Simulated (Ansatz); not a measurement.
Every step of a relaxation of Li$_{2}$Hg (fluorite type)

DFT, LDA, PAW with Ansatz's default frozen-core files, scalar-relativistic (Ansatz 0.2.0); a Γ-centred 10×10×10 k mesh, Fermi–Dirac smearing of 0.05 eV, no spin polarisation. The run relaxes cell and atoms at a target pressure of 0 GPa.

Command: `ansatz run input.yaml --threads 1 --pin off --max-ram 3072MiB --backend cpu --events-out ev --progress --plain --runs-dir out` It took 10 s on 1 thread of Arm Neoverse V1, on a shared host, peak memory 0.35 GiB.

PAW: frozen-core files, cutoff 420 eV; forces are relaxed below 0.005 eV/Å.

Each step lists its free energy a cell above the last geometry, the pressure, the cell vectors (Å), and Cartesian positions (Å) with forces (eV/Å).

The first step:

```
step 1  dF = 26.04 meV  P = -1.63 GPa
  cell 0.0000 3.1919 3.1919  3.1919 0.0000 3.1919  3.1919 3.1919 0.0000
  Hg 0.0000 0.0000 0.0000   0.0000 0.0000 0.0000
  Li 1.5959 1.5959 1.5959   0.0000 0.0000 0.0000
  Li 4.7878 4.7878 4.7878   0.0000 0.0000 0.0000
```

Spin–orbit coupling is left out, which matters for the heavy atoms. The PAW files were made under PBE.

The symmetry of the start is kept and no stability test is made, so the end need not be the stable phase.

Problem. Where does the relaxation end, and by which steps?

Solution. After 3 geometries, with conventional a, b, c = 6.224, 6.224, 6.224 Å, at 20.094 Å³/atom (-7.31 % against the start) in space group Fm-3m, with a shortest distance of 2.695 Å. The further steps:
```
step 2  dF = 0.15 meV  P = -0.13 GPa
  cell 0.0000 3.1180 3.1180  3.1180 0.0000 3.1180  3.1180 3.1180 0.0000
  Hg 0.0000 0.0000 0.0000   0.0000 0.0000 0.0000
  Li 1.5590 1.5590 1.5590   0.0000 0.0000 0.0000
  Li 4.6770 4.6770 4.6770   0.0000 0.0000 0.0000
step 3  dF = 0.00 meV  P = 0.02 GPa
  cell 0.0000 3.1121 3.1121  3.1121 0.0000 3.1121  3.1121 3.1121 0.0000
  Hg 0.0000 0.0000 0.0000   0.0000 0.0000 0.0000
  Li 1.5560 1.5560 1.5560   0.0000 0.0000 0.0000
  Li 4.6681 4.6681 4.6681   0.0000 0.0000 0.0000
step 4  dF = 0.50 meV  P = 0.02 GPa  (same geometry on a basis chosen anew; earlier energies don't compare to the last digit)
  cell 0.0000 3.1121 3.1121  3.1121 0.0000 3.1121  3.1121 3.1121 0.0000
  Hg 0.0000 0.0000 0.0000   0.0000 0.0000 0.0000
  Li 1.5560 1.5560 1.5560   0.0000 0.0000 0.0000
  Li 4.6681 4.6681 4.6681   0.0000 0.0000 0.0000
```
